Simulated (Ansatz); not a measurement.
GaP in space group R-3m (No. 166; Ga on 6c, P on 6c), DFT-LDA in the program Ansatz with PAW potentials. The conduction-band minimum lies at F, with 3 equivalent valleys. Second derivatives d²E/dk² of the lowest band at one valley (eV·Å²), along Cartesian directions:

| direction | d²E/dk² |
|---|---|
| [100] | 30.86 |
| [010] | 24.53 |
| [001] | 30.32 |
| [110] | 33.15 |
| [101] | 19.13 |
| [011] | 20.82 |

Problem. Find the principal effective masses, the density-of-states mass and the conductivity mass.

Solution. Off-diagonal terms follow from H_xy = H[110] − (H_xx + H_yy)/2, and m*/mₑ = 7.620 eV·Å² over each eigenvalue: 0.17, 0.36, 0.41. One valley's DOS mass (m₁m₂m₃)^(1/3) = 0.29, conductivity mass 3/(Σ 1/mᵢ) = 0.27 mₑ.

Problem. What effective density of states Nc follows at 300 K for parabolic valleys?

Solution. Nc = 2.509e19 × 3 × (0.29)^(3/2) ≈ 1.2e19 cm⁻³.

Problem. With the computed static dielectric constant 13.6 (mean of the diagonal), estimate a hydrogenic donor's binding energy and radius.

Solution. E = 13.606 eV × 0.27/13.6² ≈ 20 meV; a = 0.529 Å × ε/m* ≈ 27 Å. Semilocal masses tend to be too small when the gap is underestimated.

The workflow started from a Materials Project entry (that database holds measured and hypothetical structures alike); the Crystallography Open Database copy checked does not list it. It is not the phase usual at ambient conditions (space group No. 216). The cell was relaxed with LDA under the symmetry of its start; whether a distortion lowers the energy is not shown. Scalar-relativistic: spin–orbit coupling is off unless named, which matters more the heavier the elements.

Potentials: the later of the program's two PAW sets.
